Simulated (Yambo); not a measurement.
Optical response of SrHI

```
CELL_PARAMETERS angstrom
      4.29119     0.00000     0.00000
      0.00000     4.29119     0.00000
      0.00000     0.00000     8.19040
ATOMIC_POSITIONS crystal
  H  0.50000 0.50000 0.00000
  H  0.00000 0.00000 0.00000
  Sr 0.00000 0.50000 0.15602
  Sr 0.50000 0.00000 0.84398
  I  0.00000 0.50000 0.66477
  I  0.50000 0.00000 0.33523
```

Yambo, RPA with local fields on PBEsol bands; 4×4×2 mesh, 116 bands, 3 Ry local-field block, 0.2 eV broadening; field along z.

```tsv
E (eV)	Im ε	Re ε	Im ε, independent particles
0.0	0.00	4.42	0.00
0.6	0.03	4.46	0.03
1.2	0.06	4.60	0.07
1.9	0.11	4.85	0.14
2.5	0.20	5.30	0.25
3.1	0.47	6.22	0.60
3.8	2.75	7.73	3.55
4.4	5.83	6.98	7.78
5.0	5.25	2.06	6.11
5.6	4.01	3.53	5.76
6.2	4.33	1.55	5.03
6.9	4.24	-0.10	4.47
7.5	2.04	-0.25	2.41
8.1	2.01	0.69	2.85
8.8	2.31	1.08	3.75
9.4	2.78	0.67	3.42
10.0	1.79	-0.05	2.15
10.6	1.80	0.63	2.45
11.2	2.29	0.70	2.31
11.9	1.95	-0.13	1.57
12.5	1.38	-0.16	1.21
13.1	0.86	0.07	0.92
13.8	0.95	0.26	1.02
14.4	1.00	-0.03	0.50
15.0	0.65	0.27	0.52
15.6	0.50	0.33	0.41
16.2	0.67	0.43	0.38
16.9	0.48	0.48	0.31
17.5	0.43	0.53	0.24
18.1	0.38	0.76	0.30
18.8	0.50	0.76	0.40
19.4	0.47	0.74	0.83
20.0	0.44	0.79	1.50
```

Peak heights and small wiggles depend on the k mesh. Convergence of the RPA response with its 4×4×2 mesh was not tested. No excitonic effects at this level.

Without spin-orbit coupling, band edges of such heavy elements can be off by tenths of an eV.

Geometry relaxed with PBE+D3(BJ).
